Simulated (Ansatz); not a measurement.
CaC$_{2}$ in space group C2/c (No. 15; Ca on 4e, C on 8f), DFT-r²SCAN in the program Ansatz with PAW potentials. The conduction-band minimum lies at Y2, with 1 equivalent valley. Second derivatives d²E/dk² of the lowest band at one valley (eV·Å²), along Cartesian directions:

| direction | d²E/dk² |
|---|---|
| [100] | 9.932 |
| [010] | 21.79 |
| [001] | 16.39 |
| [110] | 15.86 |
| [101] | 20.93 |
| [011] | 19.09 |

Question: Find the principal effective masses, the density-of-states mass and the conductivity mass.

Answer: Off-diagonal terms follow from H_xy = H[110] − (H_xx + H_yy)/2, and m*/mₑ = 7.620 eV·Å² over each eigenvalue: 0.35, 0.35, 1.6. One valley's DOS mass (m₁m₂m₃)^(1/3) = 0.58, conductivity mass 3/(Σ 1/mᵢ) = 0.48 mₑ.

Question: What effective density of states Nc follows at 300 K for parabolic valleys?

Answer: Nc = 2.509e19 × 1 × (0.58)^(3/2) ≈ 1.1e19 cm⁻³.

The workflow started from a Materials Project entry (that database holds measured and hypothetical structures alike); the Crystallography Open Database copy checked does not list it. COD files the formula under space group No. 2, so this cell is another polymorph or a model. Whether it is the stable phase at ambient conditions was not checked. The cell was relaxed with r²SCAN under the symmetry of its start; whether a distortion lowers the energy is not shown.

Potentials: the later of the program's two PAW sets.

Edges and masses are those of Kohn–Sham bands, whose gap is no quasiparticle gap.
